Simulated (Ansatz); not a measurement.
One run on FeCu (Cmmm): free moments from the typed start

The calculation used DFT, PBE, PAW with Ansatz's default frozen-core files, scalar-relativistic in Ansatz 0.2.0.

Command: `ansatz run input.yaml --threads 1 --pin off --max-ram 3072MiB --backend cpu --events-out ev --progress --plain --runs-dir out`

```yaml
crystal:
  lattice:
    - [1.438272, -1.987934, 0.0]
    - [1.438272, 1.987934, 0.0]
    - [0.0, 0.0, 4.138135]
  atoms:
    - { symbol: Fe, position: [0.0, 0.0, 0.0], spin: 3.0 }
    - { symbol: Cu, position: [0.5, 0.5, 0.5] }
magnetization:
  spin_polarized: true
kpoints:
  mp_grid: { grid: [12, 12, 7] }
scf:
  occupations: { method: fermi_dirac, width: 0.03 }
  lower_state_search: "off"
hamiltonian:
  xc: pbe
  pseudopotentials: { kind: paw }
output:
  forces: true
  stress: true
  eigenvalues: true
  populations: true
  dos: { projected: true, de: 0.1, e_range: [-8, 5] }
  write_density: true
  write_potential: true
  elf: true
  volumetric_format: npy
```

Log:

```
Engine: ansatz 0.2.0
Pseudopotentials: kind: paw
Pseudopotential: Fe, paw, valence charge 16, recommended cutoff 420 eV (normal), Fe.paw.azcp
Pseudopotential: Cu, paw, valence charge 19, recommended cutoff 420 eV (normal), Cu.paw.azcp
Functional definition: PBE
  parameter kappa = 0.804
  parameter beta = 0.06672455060314922
  exchange = pbe_x(kappa = kappa, mu = beta*pi^2/3)
  correlation = pbe_c(beta = beta)
Crystal: 2 atoms, lattice volume = 23.663 Å³
Basis set: ecut = 420 eV, 447 PW (Γ), exchange–correlation on 36×36×60 points (8 copies of the dense FFT grid, shifted against one another)
Bands: 23, of which v1, the nominal top of the filled ones, is band 18 counted from 1 (17 counted from 0)
Symmetry: 8 space group operations
Space group: Cmmm (ITA 65), of the structure as read, at distance tolerance 2.9e-5 Å
Magnetic group: BNS 65.481 (UNI 579), of the structure as read, at distance tolerance 2.9e-5 Å
k-points: 172 of 1008
Non-local potential: Fe, projectors of the file, l = 0: 3, l = 1: 2, l = 2: 3, l = 3: 1
Non-local potential: Cu, projectors of the file, l = 0: 3, l = 1: 2, l = 2: 3, l = 3: 1
PAW form: soft (Blöchl's): semilocal exchange-correlation on the pseudo side does not see the compensation charge
PAW one-centre angular grid: Fe, 590 points (default); XC on 64 Gauss nodes
PAW one-centre angular grid: Cu, 590 points (default); XC on 64 Gauss nodes
Initial density: superposition of atomic densities (chi_scale 0.1, normalization cell)
Starting moments: Σ|m| = 3 μB on 1 of 2 sites
Initial wavefunctions: pseudopotential atomic-orbital guess
Functional: x = pbe(κ = 0.804, μ = 0.2195149727645171), c = pbe(β = 0.06672455060314922)
SCF iter   1: F=—  HF=-11111.410137 eV  |F-HF|=—  |Δ(HF+E_count)|=         —  Δρ=5.66e-1 (↑3.63e-1 ↓5.66e-1)  dr2=1.89e2  dr2_m=6.32e0  M=0.909 μB ∫|m|=1.006 μB  β_m=0.30  ethr=3.10e-3  ⟨swp⟩=4.9  Hψ=29507  notcnv=0
preconditioner: auto → none  [metal: Δε(μ)=0.001 eV  Ē_g=8.827 eV  σ=0.030 eV  W_gap=0.01  n_scr=6 (ndim 8)  ℏωp=33.3 eV  f_vac=0.000  D(μ)=6.61/eV (n_scr^D=154)  sad-step TF]
SCF iter   2: F=—  HF=-11117.193874 eV  |F-HF|=—  |Δ(HF+E_count)|=    5.78e0  Δρ=3.46e-1 (↑3.46e-1 ↓2.48e-1)  dr2=5.52e1  dr2_m=1.40e0  M=1.883 μB ∫|m|=2.056 μB  β_m=0.30  ethr=3.10e-3  ⟨swp⟩=4.0  Hψ=24819  notcnv=0  defer=101
[...]
  E_xc         = -207.111539
  E_vxc        = -266.917394  (∫ρ·V_xc dr)
  E_paw        = -3027.832079  (= ΣΔE_a)
  E_vpaw       = -747.776013  (= ΣTr[D̂ρ^β])
  E_aug_tail   = 0.001182  (compensation charges beyond the density's cutoff)
  E_ewald      = -5604.944404
  E_smearing   = -0.005444  (= −TS)
  E_closure    = -0.000000  (closes the sum)
  Σ components = -11105.315046   (vs F -11105.315046, Δ=0.00e0)
--- Forces (eV/Å), atoms counted from 1 ---
  atom   1  Fe    -0.00000000     0.00000000     0.00000000
  atom   2  Cu     0.00000000     0.00000000     0.00000000
  max |Σ_I F_I| component: 1.24e-29 eV/Å
--- Stress (GPa, compression-positive) ---
        1.739158       0.000000       0.000000
        0.000000       1.580773       0.000000
        0.000000       0.000000       1.277029
  P = ⅓ Tr σ = 1.5323 GPa (15.323 kbar)
--- Band table (eV; the first three rows and the last of 344) ---
  k-point 0 ↑: bands = ["-95.5229", "-70.9543", "-52.9268", "-52.8356", "-52.7835", "-37.1916", "-36.8147", "-36.6533", "8.2880", "12.1837", "13.4482", "14.3133", "14.3354", "14.5041", "15.1137", "15.1548", "16.0975", "16.1003", "16.4943", "16.7238", "22.3880", "35.0378", "35.7616"]
  k-point 1 ↑: bands = ["-95.5229", "-70.9543", "-52.9268", "-52.8356", "-52.7835", "-37.1919", "-36.8148", "-36.6533", "8.4795", "12.1296", "13.4743", "14.2932", "14.4056", "14.4743", "15.1065", "15.1138", "15.9568", "16.0944", "16.1221", "16.3964", "23.5534", "35.2666", "36.0639"]
  k-point 2 ↑: bands = ["-95.5229", "-70.9543", "-52.9267", "-52.8356", "-52.7835", "-37.1926", "-36.8148", "-36.6533", "9.0360", "11.8259", "13.5394", "14.1897", "14.4007", "14.5930", "14.7983", "15.1142", "15.1226", "16.0630", "16.0812", "16.1476", "26.0791", "35.9412", "36.0018"]
  k-point 171 ↓: bands = ["-95.3318", "-67.9082", "-52.7478", "-52.7291", "-52.7082", "-34.2343", "-34.0933", "-34.0829", "12.9198", "13.4314", "14.3833", "14.5038", "15.1759", "15.3112", "15.9271", "17.4035", "18.0942", "19.8743", "21.2745", "22.7790", "23.1658", "25.8284", "28.6448"]
--- Löwdin populations: 2 sites ---
  site symbol       q [e]    m [muB]
     0     Fe     15.8286     2.6235
     1     Cu     18.7471     0.0928
  spilling = 0.012122 (of n_electrons = 35.000000)
```

populations.tsv:

```
# site	symbol	l	j	q_up	q_dn
# orbitals = lowdin
# n_electrons = 35.000000
# spilling = 0.012122
0	Fe	0_3S	-	0.993724	0.994187
0	Fe	0_4S	-	0.474105	0.488977
0	Fe	1_3P	-	2.998882	2.998347
0	Fe	2_3D	-	4.759358	2.121063
1	Cu	0_3S	-	0.997924	0.997954
1	Cu	0_4S	-	0.503127	0.529531
1	Cu	1_3P	-	2.999380	2.999290
1	Cu	2_3D	-	4.919493	4.800388
```

Site moments (μB): Fe1 2.56, Cu2 0.09. Cell moment 2.62 μB.

The magnetic group in the log treats spin as a scalar label, without spin–orbit coupling.

The Ansatz runs typed with the search for lower states off end where their start leads. The magnetic state is the one that this cell and start allow. It needn't be the compound's measured order, which may need a larger cell or be absent.

It took 28 s on 1 thread of Arm Neoverse V1, with other jobs on the host, peak memory 0.41 GiB.
